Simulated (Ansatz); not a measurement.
One crystal and one scan (energy against volume) at two levels, PBE-D3(BJ) (plane waves to 420 eV, PAW, scalar-relativistic; Ansatz, a program for electronic structure) and r2SCAN+rVV10 (plane waves to 500 eV, PAW, scalar-relativistic; Ansatz), each from its own relaxed cell and on its own mesh. The cell shown is that of PBE-D3(BJ).

C (graphite type, space group P6_3/mmc)

```
C
1.0
    2.46498     0.00000     0.00000
   -1.23249     2.13473     0.00000
    0.00000     0.00000     6.72886
C
4
Direct
  0.00000   0.00000   0.25000
  0.00000   0.00000   0.75000
  0.33333   0.66667   0.25000
  0.66667   0.33333   0.75000
```

Equation-of-state scan: isotropic scaling of the cell above, V₀ being its volume. Symmetry pins the atoms to their sites.

E stands for the smeared free energy. C was relaxed with its symmetry unable to fall. The PAW data are Ansatz's earlier set. With the shape held, the modulus is that of even scaling; a crystal free to change shape is softer. Percentages come from the unrounded values. Both scans cover V/V₀ from 0.840 to 1.160.

Results of PBE-D3(BJ):

Lattice constant a (Å): 2.465
Lattice constant c (Å): 6.729
Relaxed volume (Å³/atom): 8.85
Pressure at the smallest volume (GPa): 68.1
Energy cost of the largest compression (meV/atom): 271

Q: What does r2SCAN+rVV10 give for the same quantities?

A: 
| quantity | r2SCAN+rVV10 | PBE-D3(BJ) − r2SCAN+rVV10 |
|---|---|---|
| Lattice constant a (Å) | 2.455 | +0.010 (+0.4 %) |
| Lattice constant c (Å) | 6.670 | +0.059 (+0.9 %) |
| Relaxed volume (Å³/atom) | 8.71 | +0.14 (+1.7 %) |
| Pressure at the smallest volume (GPa) | 68.8 | -0.7 (-1.1 %) |
| Energy cost of the largest compression (meV/atom) | 263 | +8 (+3 %) |

PBE-D3(BJ) gives the higher value for: lattice constant a; lattice constant c; relaxed volume; energy cost of the largest compression. They agree on: pressure at the smallest volume (within 1.5 %). Neither level is exact: the differences show how much the result hangs on the functional.

(A scan under strain: stresses follow from slopes of the energy per volume, elastic moduli from its curvatures.)
